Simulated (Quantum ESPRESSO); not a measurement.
AsSiO3F3, input and log of a self-consistent run

Simulated, not a measurement. The program is pw.x of Quantum ESPRESSO 7.5 (plane-wave density functional theory). The cell is made up: 8 atoms on a quartz lattice with one site empty, with randomly drawn elements, strain and displacements, not relaxed. PseudoDojo standard norm-conserving files (v0.5 for PBE, v0.4.1 for LDA and PBEsol) set the functional; there is no spin polarisation, spin-orbit coupling or dispersion term, and the masses in the input are unused placeholders.

Input:

```
&control calculation='scf', pseudo_dir='./dojo.nc.sr.pbe.v0_5.standard.upf', outdir='./o', disk_io='low', tprnfor=.true., tstress=.true. /
&system ibrav=0, nat=8, ntyp=4, nbnd=35, ecutwfc=105.61755193, nosym=.true., tot_charge=0,
 occupations='smearing', smearing='fd', degauss=0.0018374661
/
&electrons conv_thr=7.350e-09, electron_maxstep=60, /
ATOMIC_SPECIES
As 1.0 As.upf
F 1.0 F.upf
O 1.0 O.upf
Si 1.0 Si.upf
CELL_PARAMETERS angstrom
5.0245 -0.005 -0.0268
-2.5166 4.3288 -0.0654
-0.0296 -0.1005 5.5996
ATOMIC_POSITIONS angstrom
As 2.2743 -0.0204 3.6599
Si 1.3962 2.321 -0.0272
O 1.3947 1.1633 4.4386
O 3.2282 0.3882 2.5607
F 2.8585 2.5421 0.5803
F 0.258 1.8284 1.2408
O -1.1377 3.0188 3.1608
F 0.8691 3.6731 4.8008
K_POINTS automatic
7 7 6 1 1 1
```

The log is shortened where brackets say so; the opening notice, blank lines, dates and the lines on written files are dropped, and the path of the files is cut. It prints rydbergs, bohrs and kilobars, and counts compression as positive stress. With no partly filled state, the Fermi energy that it prints is only some level between the filled and the empty states on the mesh, and need not lie in the true gap.

```
     Program PWSCF v.7.5
     Parallel version (MPI & OpenMP), running on       4 processor cores
     Number of MPI processes:                 4
     Threads/MPI process:                     1
     [start-up lines left out]
     bravais-lattice index     =            0
     lattice parameter (alat)  =       9.4951  a.u.
     unit-cell volume          =     821.1232 (a.u.)^3
     number of atoms/cell      =            8
     number of atomic types    =            4
     number of electrons       =        58.00
     number of Kohn-Sham states=           35
     kinetic-energy cutoff     =     105.6176  Ry
     charge density cutoff     =     422.4702  Ry
     scf convergence threshold =      7.3E-09
     mixing beta               =       0.7000
     number of iterations used =            8  plain     mixing
     Exchange-correlation= PBE
                           (   1   4   3   4   0   0   0)
     [axes and pseudopotential details left out]
   Cartesian axes
     site n.     atom                  positions (alat units)
         1        As     tau(   1) = (   0.4526354  -0.0040600   0.7284001  )
         2        Si     tau(   2) = (   0.2778743   0.4619297  -0.0054134  )
         3        O      tau(   3) = (   0.2775758   0.2315221   0.8833784  )
         4        O      tau(   4) = (   0.6424823   0.0772603   0.5096352  )
         5        F      tau(   5) = (   0.5689040   0.5059334   0.1154924  )
         6        F      tau(   6) = (   0.0513476   0.3638915   0.2469463  )
         7        O      tau(   7) = (  -0.2264272   0.6008072   0.6290683  )
         8        F      tau(   8) = (   0.1729699   0.7310272   0.9554641  )
     number of k points=   147  Fermi-Dirac smearing, width (Ry)=  0.0018
     Number of k-points >= 100: set verbosity='high' to print them.
     Dense  grid:   120377 G-vectors     FFT dimensions: (  64,  64,  72)
     Estimated max dynamical RAM per process >     451.99 MB
     Estimated total dynamical RAM >       1.68 GB
     Initial potential from superposition of free atoms
     starting charge      57.9991, renormalised to      58.0000
     Starting wfcs are   37 randomized atomic wfcs
     total cpu time spent up to now is       12.3 secs
     per-process dynamical memory:   395.8 Mb
     Self-consistent Calculation
     iteration #  1     ecut=   105.62 Ry     beta= 0.70
     Davidson diagonalization with overlap
     ethr =  1.00E-02,  avg # of iterations =  3.0
     total cpu time spent up to now is       45.9 secs
     total energy              =    -466.66429856 Ry
     estimated scf accuracy    <       2.16077468 Ry
     iteration #  2     ecut=   105.62 Ry     beta= 0.70
     Davidson diagonalization with overlap
     ethr =  3.73E-03,  avg # of iterations =  3.1
     total cpu time spent up to now is       78.8 secs
     total energy              =    -466.34829481 Ry
     estimated scf accuracy    <       5.62807177 Ry
     iteration #  3     ecut=   105.62 Ry     beta= 0.70
     Davidson diagonalization with overlap
     ethr =  3.73E-03,  avg # of iterations =  2.3
     total cpu time spent up to now is      104.1 secs
     total energy              =    -467.64991758 Ry
     estimated scf accuracy    <       0.44480867 Ry
     iteration #  4     ecut=   105.62 Ry     beta= 0.70
     Davidson diagonalization with overlap
     ethr =  7.67E-04,  avg # of iterations =  2.0
     total cpu time spent up to now is      131.0 secs
     total energy              =    -467.67247389 Ry
     estimated scf accuracy    <       0.08379039 Ry
     iteration #  5     ecut=   105.62 Ry     beta= 0.70
     Davidson diagonalization with overlap
     ethr =  1.44E-04,  avg # of iterations =  3.5
     total cpu time spent up to now is      158.7 secs
     total energy              =    -467.67826658 Ry
     estimated scf accuracy    <       0.00989365 Ry
     [iterations 6 to 8 left out]
     iteration #  9     ecut=   105.62 Ry     beta= 0.70
     Davidson diagonalization with overlap
     ethr =  6.14E-08,  avg # of iterations =  3.6
     total cpu time spent up to now is      265.1 secs
     total energy              =    -467.68086526 Ry
     estimated scf accuracy    <       0.00000079 Ry
     iteration # 10     ecut=   105.62 Ry     beta= 0.70
     Davidson diagonalization with overlap
     ethr =  1.35E-09,  avg # of iterations =  3.5
     total cpu time spent up to now is      294.1 secs
     total energy              =    -467.68086538 Ry
     estimated scf accuracy    <       0.00000063 Ry
     iteration # 11     ecut=   105.62 Ry     beta= 0.70
     Davidson diagonalization with overlap
     ethr =  1.08E-09,  avg # of iterations =  2.0
     total cpu time spent up to now is      316.1 secs
     total energy              =    -467.68086546 Ry
     estimated scf accuracy    <       0.00000004 Ry
     iteration # 12     ecut=   105.62 Ry     beta= 0.70
     Davidson diagonalization with overlap
     ethr =  7.36E-11,  avg # of iterations =  3.1
     total cpu time spent up to now is      344.2 secs
     total energy              =    -467.68086547 Ry
     estimated scf accuracy    <       0.00000002 Ry
     iteration # 13     ecut=   105.62 Ry     beta= 0.70
     Davidson diagonalization with overlap
     ethr =  3.41E-11,  avg # of iterations =  2.0
     total cpu time spent up to now is      368.0 secs
     End of self-consistent calculation
     Number of k-points >= 100: set verbosity='high' to print the bands.
     the Fermi energy is     3.9466 ev
!    total energy              =    -467.68086547 Ry
     estimated scf accuracy    <          8.9E-10 Ry
     smearing contrib. (-TS)   =      -0.00000000 Ry
     internal energy E=F+TS    =    -467.68086547 Ry
     The total energy is F=E-TS. E is the sum of the following terms:
     one-electron contribution =    -336.13775518 Ry
     hartree contribution      =     194.03820998 Ry
     xc contribution           =    -109.21062632 Ry
     ewald contribution        =    -216.37069395 Ry
     convergence has been achieved in  13 iterations
     Forces acting on atoms (cartesian axes, Ry/au):
     atom    1 type  1   force =    -0.22369909   -0.13680526   -0.11618098
     atom    2 type  4   force =    -0.04219698   -0.01069440    0.19029773
     atom    3 type  3   force =    -0.06529081    0.04700299    0.03011204
     atom    4 type  3   force =     0.19434738    0.10821400   -0.18309148
     atom    5 type  2   force =    -0.06219894    0.01596358   -0.02227121
     atom    6 type  2   force =     0.12088716    0.05762901   -0.13936561
     atom    7 type  3   force =    -0.04016471   -0.01239485    0.06873185
     atom    8 type  2   force =     0.11831599   -0.06891508    0.17176767
     Total force =     0.554496     Total SCF correction =     0.000050
     Computing stress (Cartesian axis) and pressure
          total   stress  (Ry/bohr**3)                   (kbar)     P=       97.31
   0.00054432  -0.00016990   0.00000202           80.07      -24.99        0.30
  -0.00016990   0.00072747   0.00009588          -24.99      107.01       14.10
   0.00000202   0.00009588   0.00071268            0.30       14.10      104.84
     init_run     :     11.74s CPU     12.28s WALL (       1 calls)
     electrons    :    353.45s CPU    355.75s WALL (       1 calls)
     forces       :      3.25s CPU      3.29s WALL (       1 calls)
     stress       :     14.03s CPU     14.08s WALL (       1 calls)
     [timing details left out]
     PWSCF        :   6m22.64s CPU   6m25.71s WALL
     JOB DONE.
```

In other units: free energy -6363.122 eV for the cell, pressure 9.73 GPa, largest force component 5.752 eV/Å. This run is the check on a run of the same cell at a cutoff of 1143 eV and k mesh 5 x 5 x 4: rerunning at a cutoff of 1437 eV and k mesh 7 x 7 x 6 moved values by no more than 0.004 eV in energy, 0.02 GPa in stress and 0.002 eV/Å in force.